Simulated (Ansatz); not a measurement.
RbCl:
```
RbCl
1.0
    0.00000     3.18909     3.18909
    3.18909     0.00000     3.18909
    3.18909     3.18909     0.00000
Rb Cl
1 1
Direct
  0.00000   0.00000   0.00000
  0.50000   0.50000   0.50000
```

Relaxed with LDA. Special points in fractions of this cell's reciprocal vectors: Γ (0.000, 0.000, 0.000); X (0.500, 0.000, 0.500); U (0.625, 0.250, 0.625); K (0.375, 0.375, 0.750); L (0.500, 0.500, 0.500); W (0.500, 0.250, 0.750).

Task: List the band energies nearest the valence-band maximum at these points for LDA (plane waves, PAW; program Ansatz).

Result: In eV from the valence-band maximum; about four levels below and three above (degenerate sets whole), none deeper than 8.9 eV; points with the same levels are listed once.

| k | below | above |
|---|---|---|
| Γ | -7.70 -7.70 -7.70 0.00 0.00 0.00 | 4.85 7.74 7.74 7.74 |
| X | -7.85 -7.85 -0.31 -0.09 -0.09 | 5.75 8.13 9.79 |
| U | -7.78 -0.49 -0.29 -0.27 | 6.62 8.64 9.24 |
| L | -7.65 -1.09 -0.45 -0.45 | 7.64 7.97 10.26 10.26 |
| W | -7.68 -0.57 -0.24 -0.24 | 7.43 7.43 9.45 |

Space group Fm-3m (rock salt). The cell was relaxed with LDA under the symmetry of its start; phonons on a q-mesh show no instability. Scalar-relativistic: spin–orbit coupling is off unless named, which matters more the heavier the elements.

Potentials: the later of the program's two PAW sets.
